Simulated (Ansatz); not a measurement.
MoPd (CsCl type, Pm-3m) at seven volumes, PBE in the plane-wave PAW code Ansatz, scaled uniformly. One row is withheld.

```json
[
 {"V (Å³/atom)": "14.344", "P (GPa)": "25.08"},
 {"V (Å³/atom)": "14.817", "P (GPa)": "15.25"},
 {"V (Å³/atom)": "15.290", "P (GPa)": "?"},
 {"V (Å³/atom)": "15.763", "P (GPa)": "0.00"},
 {"V (Å³/atom)": "16.236", "P (GPa)": "-5.85"},
 {"V (Å³/atom)": "16.709", "P (GPa)": "-10.76"},
 {"V (Å³/atom)": "17.181", "P (GPa)": "-14.87"}
]
```

Question: Fit the shown pressures and predict the withheld one.

Answer: Third-order Birch–Murnaghan: P = (3/2)B₀(x^(7/2) − x^(5/2))[1 + (3/4)(B′ − 4)(x − 1)] with x = (V₀/V)^(2/3). Least squares on the six rows gives V₀ = 15.763 Å³/atom, B₀ = 212.1 GPa, B′ = 4.78. At V = 15.290, x = 1.0205 and P = 6.95 GPa. The run itself gave 6.97 GPa.

The start of the workflow was typed in or built on a structure type; neither database checked (COD, Materials Project) lists it. Its standing as an ambient phase is unchecked. The PBE relaxation kept the symmetry of its start; whether a distortion lowers the energy is not shown. The run is not spin-polarised. Its formation energy is positive at this level, so the cell may be metastable or incomplete.

Potentials: the later of the program's two PAW sets.
